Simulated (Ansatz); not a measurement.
# Na₃MoN₃O₃, a known structure type with other elements, at an estimated volume

```
CELL_PARAMETERS angstrom
0.00000 -3.16896 4.55895
2.67765 -1.69484 -4.55895
5.75622 0.00000 0.00000
ATOMIC_POSITIONS crystal
Na 0.22750 0.45500 0.31750
N 0.82460 0.95660 0.69080
N 0.35260 0.17720 0.69080
N 0.13200 0.48460 0.69080
O 0.25420 0.15480 0.15330
O 0.69190 0.94610 0.15330
O 0.90060 0.59250 0.15330
Mo 0.00000 0.00000 0.00000
Na 0.73490 0.46980 0.79530
Na 0.51000 0.02000 0.47000
```

Level: r2SCAN, no spin polarisation; 500 eV; 6×6×6 Γ-centred mesh; fermi-dirac occupations (width 0.0664 eV); Ansatz 0.2.0, fixed geometry.

**Electronic structure.** The gap is 0.44 eV, indirect (the least direct gap found is 0.50 eV).
**Contacts.** O–Mo at 1.74 Å: least valence density 1.63 e/Å³ and ELF 0.35 there. N–Mo at 2.09 Å: least valence density 0.78 e/Å³ and ELF 0.34 there. N–Na at 2.23 Å: least valence density 0.19 e/Å³ and ELF 0.03 there, a closed-shell (ionic or weak) contact. Both are smooth PAW fields, read partly inside the augmentation spheres.
**Band edges.** Within 0.7 eV of the edges, the states project mainly on N p (66 %) and O p (29 %) below the gap and on N p (89 %) above it.
**Stress.** The pressure is 9.0 GPa (compression positive), so with the atoms held at these fractions the cell would first expand; the forces are large, so a full relaxation may end otherwise. The principal stresses 5.5, 5.5, 16.1 GPa differ, so its shape would change too.
**Forces.** The largest is on N3 (and as large on other atoms): 3.24 eV/Å, components (-0.19, 1.79, -2.70). It makes 49° with the line to a nearest neighbour, Mo8 at 2.09 Å.
**Formation energy.** -0.06 eV an atom against the elements' usual phases (free molecules for gases, crystals otherwise, with no correction for O₂ or N₂), so it is bound against them; other compounds may still compete. Relaxing would lower it.

Origin: a known structure type with other elements, at an estimated volume, so it need not be a known compound. Caveats: atoms or cell far from equilibrium.
